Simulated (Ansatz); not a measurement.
The start is a randomly generated symmetric cell of W (space group No. 227). The cell and all atomic positions are relaxed at zero pressure with PBEsol (plane waves to 420 eV, PAW, scalar-relativistic; Ansatz, a program for electronic structure). First-step values are on the input's coarse k-mesh.

Ansatz input (later rounds restart from its end on a renewed k-mesh):
Ansatz 0.2 input:
```yaml
crystal:
  lattice:
    - [0, 3.2688034, 3.2688034]
    - [3.2688034, 0, 3.2688034]
    - [3.2688034, 3.2688034, 0]
  atoms:
    - { symbol: W, position: [0.125, 0.125, 0.125] }
    - { symbol: W, position: [0.125, 0.125, 0.625] }
    - { symbol: W, position: [0.125, 0.625, 0.125] }
    - { symbol: W, position: [0.625, 0.125, 0.125] }
basis: { ecutwfc: 420, ecutrho_ratio: 4, xc_grid: 2, fft_grid_basis: typed }
kpoints: { mp_grid: { grid: [9, 9, 9] } }
hamiltonian:
  xc: pbesol
  dispersion: none
  pseudopotentials: { azcp: { folder: ./paw }, kind: paw }
scf: { occupations: { method: fermi_dirac, width: 0.05 } }
relax: { f_tol: 0.01, max_steps: 100, cell: { stress_tol: 0.02 } }
output: { forces: true, stress: true }
```

### Question
By how much does the energy per atom fall from start to end?

### Answer
About 1.7 eV/atom.

### Question
How do the shortest distances between atoms change?

### Answer
The closest pairs of elements (up to four, under 3.6 Å), start → end: W–W 2.31 → 2.60 Å.

### Question
What band gap does the relaxed structure have at this level?

### Answer
Zero (metallic).

### Question
Write out the relaxed structure.

### Answer

```cif
data_W16
_chemical_formula_sum 'W16'
_space_group_name_H-M_alt 'Fd-3m :1'
_space_group_IT_number 227
_space_group_name_Hall 'F 4d 2 3 -1d'
_cell_length_a 7.35106
_cell_length_b 7.35106
_cell_length_c 7.35106
_cell_angle_alpha 90.000
_cell_angle_beta 90.000
_cell_angle_gamma 90.000
loop_
_atom_site_label
_atom_site_type_symbol
_atom_site_symmetry_multiplicity
_atom_site_Wyckoff_symbol
_atom_site_fract_x
_atom_site_fract_y
_atom_site_fract_z
_atom_site_occupancy
W1 W 16 c 0.12500 0.12500 0.12500 1
```
(The calculation used a cell of 4 atoms; values per cell refer to that cell.)

The space group stays Fd-3m (No. 227) (the run could not lower it), with 4 atoms in the primitive cell. Final values are on a 11×11×11 k-mesh of the relaxed cell. The start holds a very short contact (W–W 2.31 Å). No spin polarisation in the result.

The run could not lower the symmetry of its start; a shaken copy of this end point relaxes with PBEsol to Im-3m (No. 229), 2.57 eV/atom lower.

The relaxed structure here is a generated cell of W: the first start was made by a random draw of sites in a space group, and the end was not matched to a known phase here, so it may be hypothetical. Known forms of W include space group No. 229.
